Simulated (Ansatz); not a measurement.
BeS:
```yaml
crystal:
  lattice:
    - [3.27103, 0.00000, 0.00000]
    - [-1.63551, 2.83279, 0.00000]
    - [0.00000, 0.00000, 5.20655]
  atoms:
    - { symbol: Be, position: [0.00000, 0.00000, 0.00000] }
    - { symbol: Be, position: [0.00000, 0.00000, 0.50000] }
    - { symbol: S, position: [0.33333, 0.66667, 0.25000] }
    - { symbol: S, position: [0.66667, 0.33333, 0.75000] }
```

Relaxed with PBEsol.

Give the optical modes at the zone centre with their infrared activity from DFPT, the program Ansatz at the PBEsol level (PAW).

Transverse frequencies, without the LO–TO term; a row sums one degenerate level.

```tsv
ω (cm⁻¹)	degeneracy	IR ((D/Å)²/amu)	activity	symmetry
177i	1	52.65	IR	A2u
19i	2	0.00	IR-inactive	E2u
256	2	0.00	IR-inactive	E2g
281	2	90.60	IR	E1u
349	1	0.00	IR-inactive	B1g
595	1	0.00	IR-inactive	B2u
```

How high does the top mode go among those that the LO–TO term moves?

549 cm⁻¹ for q along x, 549 cm⁻¹ for q along y, 451 cm⁻¹ for q along z.

Space group P6_3/mmc (NiAs type). This is a known high-pressure phase of the composition, computed here at zero pressure and temperature. Symmetry was held in the PBEsol relaxation. At this level the phase is dynamically unstable (imaginary phonons).

Potentials: the earlier of the program's two PAW sets. The files were generated under PBE; for other functionals the program regenerates the frozen cores, and for LDA and PBEsol the local potential too.
